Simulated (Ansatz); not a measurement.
Input and command of a plane-wave DFT calculation in Ansatz:

```yaml
crystal:
  lattice:
    - [-1.6079833, 1.58422, 1.58422]
    - [1.6079833, -1.58422, 1.58422]
    - [1.6079833, 1.58422, -1.58422]
  atoms:
    - { symbol: Pt, position: [0.0, 0.0, 0.0] }
basis:
  ecutwfc: 420
kpoints:
  mp_grid: { grid: [22, 22, 22] }
hamiltonian:
  xc: pbesol
scf:
  occupations: { method: gaussian, width: 0.15 }
output:
  forces: true
  stress: true
  eigenvalues: true
  write_density: true
  write_potential: true
  elf: true
  volumetric_format: npy
```

```bash
ansatz run input.yaml --threads 1 --pin off --max-ram 2560MiB --backend cpu --events-out ev --progress --plain --runs-dir out
```

Processor: Intel(R) Xeon(R) Processor @ 2.50GHz (Skylake/Cascade Lake), 1 thread, on a host shared with other jobs.

Problem. How long does it run, and how much memory does it take?

Solution. About 27 s on 1 thread of Intel(R) Xeon(R) Processor @ 2.50GHz (Skylake/Cascade Lake) (shared host), peak memory 0.46 GiB. It solves 13 bands at 834 k points (the mesh reduced by symmetry) with about 321 plane waves, in 6 SCF iterations.
